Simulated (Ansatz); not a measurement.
**Structure search: one Yb3Be2 candidate**

The calculation used DFT PBE, scalar-relativistic, plane waves, PAW in Ansatz. Cutoff 420 eV, Gaussian smearing, Γ-centred meshes. Cell and atoms relax first on a coarse mesh and then on a finer one. In between, the cell is made exact in the group found at 0.06 Å. In metals the finer mesh still leaves noise of several meV/atom or more. The steps can't lower the symmetry of their start. No spin polarisation in the relaxation; trial moments died out in a coarse test.

Recipe of this trial structure of Yb3Be2: random cell by space group and Wyckoff sites (Pm-3m, No. 221). Lengths were set from tabulated atomic sizes, so they are only a guess.

```yaml
crystal:
  lattice:
    - [4.71334, 0.00000, 0.00000]
    - [0.00000, 4.71334, 0.00000]
    - [0.00000, 0.00000, 4.71334]
  atoms:
    - { symbol: Yb, position: [0.00000, 0.50000, 0.50000] }
    - { symbol: Yb, position: [0.50000, 0.00000, 0.50000] }
    - { symbol: Yb, position: [0.50000, 0.50000, 0.00000] }
    - { symbol: Be, position: [0.00000, 0.00000, 0.00000] }
    - { symbol: Be, position: [0.50000, 0.50000, 0.50000] }
```

Energies over the elements count from the elements' standard structures at the same level, with no fitted energy shifts.

Question: Describe the relaxed structure.

Answer: The symmetry stays Pm-3m (No. 221). The volume per atom grows by 37.0 %, from 20.9 to 28.7 Å³. The shortest distance goes from 2.36 Å (Yb–Be) to 2.62 Å (Yb–Be). The energy falls by about 0.27 eV/atom (the start's value is from the coarse mesh). Conventional cell: a = 5.235 Å. Around Yb lie 2 Be at 2.62 Å, 4 Be at 3.70 Å and 8 Yb at 3.70 Å; Be on its first site is surrounded by 12 Yb at 3.70 Å; around Be on its second site lie 6 Yb at 2.62 Å.

```cif
data_structure
_symmetry_space_group_name_H-M 'P 1'
_symmetry_Int_Tables_number 1
_cell_length_a 5.2349
_cell_length_b 5.2349
_cell_length_c 5.2349
_cell_angle_alpha 90.000
_cell_angle_beta 90.000
_cell_angle_gamma 90.000
_cell_volume 143.45
loop_
_atom_site_label
_atom_site_type_symbol
_atom_site_fract_x
_atom_site_fract_y
_atom_site_fract_z
_atom_site_occupancy
Yb1 Yb 0.00000 0.50000 0.50000 1
Yb2 Yb 0.50000 0.00000 0.50000 1
Yb3 Yb 0.50000 0.50000 0.00000 1
Be1 Be 0.00000 0.00000 0.00000 1
Be2 Be 0.50000 0.50000 0.50000 1
```

Question: Give its energy and gap.

Answer: The energy over the elements is +0.66 eV/atom. The gap on the 8×8×8 mesh of the 5-atom cell is 0 eV (a metal).

A positive value: parting into the elements would lower its energy.

The last run used Gaussian smearing of 0.10 eV. The 4f shell of Yb is treated without a Hubbard U. Trial moments died out on the coarse mesh, so the last step has no spin; another magnetic start might hold. A structure relaxed within its symmetry needn't be a true minimum.
